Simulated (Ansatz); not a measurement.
# Is this ZnIn2Cl4 structure stable?

The cell was found from a structure generator's guess, not taken from experiment.

Level of theory: DFT PBE, scalar-relativistic, plane waves, PAW in Ansatz. Plane waves to 420 eV, a 6×6×4 mesh through Γ for the 7-atom cell and 0.02 eV Gaussian smearing; no spin polarisation.

Space group P1 (No. 1). a = 6.292 Å, b = 6.323 Å, c = 7.301 Å, α = 102.47°, β = 105.37°, γ = 116.04°
```
atom  site  symmetry       x       y       z
  Zn    1a         1  0.9928  0.0440  0.0011
  In    1a         1  0.1054  0.4458  0.6453
  In    1a         1  0.4575  0.7770  0.3552
  Cl    1a         1  0.0325  0.8950  0.7066
  Cl    1a         1  0.9589  0.3939  0.9901
  Cl    1a         1  0.6120  0.7514  0.0049
  Cl    1a         1  0.3409  0.1930  0.2968
```

The zero of energy is the elements' standard structures at the same level (Cl₂ as a molecule); no fitted shifts are applied.

Question: These tests were run: energy against the elements; phonons at Γ; elastic tensor. What do they show?

Answer:

```tsv
test	result
energy against the elements	−1.006 eV/atom
phonons at Γ	lowest optical mode 23 cm⁻¹
elastic tensor	least eigenvalue 0 GPa
```

It fails none of these tests. Other phases of the system weren't compared here, so this isn't yet thermodynamic stability. Phonons away from Γ weren't computed.

The run for the phonons used a 6×6×4 k mesh. The run for the elastic tensor used a 6×6×4 k mesh.
